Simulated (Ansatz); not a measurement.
Ir (hcp (Mg type), P6_3/mmc) at seven volumes, plane-wave PAW PBEsol (Ansatz code), shape and atoms relaxed at each. One row is withheld.

```
V (Å³/atom)  P (GPa)
-----------  -------
12.841         45.77
13.264         27.71
13.688         12.61
14.111          0.01
14.534             ?
14.958        -19.25
15.381        -26.49
```

Problem. Fit the shown pressures and predict the withheld one.

Solution. P = (3/2)B₀(x^(7/2) − x^(5/2))[1 + (3/4)(B′ − 4)(x − 1)] with x = (V₀/V)^(2/3). Least squares on the six rows gives V₀ = 14.112 Å³/atom, B₀ = 382 GPa, B′ = 5.04. At V = 14.534, x = 0.9805 and P = -10.45 GPa. The run itself gave -10.50 GPa.

The first step of the workflow began from a Materials Project structure, measured or hypothetical; the Crystallography Open Database copy checked does not list it. It is not the phase usual at ambient conditions (space group No. 225). The PBEsol relaxation kept the symmetry of its start; of distortions, only those at the zone centre were tested. The run is not spin-polarised. Scalar-relativistic: spin–orbit coupling is off unless named, which matters more the heavier the elements.

Potentials: the later of the program's two PAW sets.
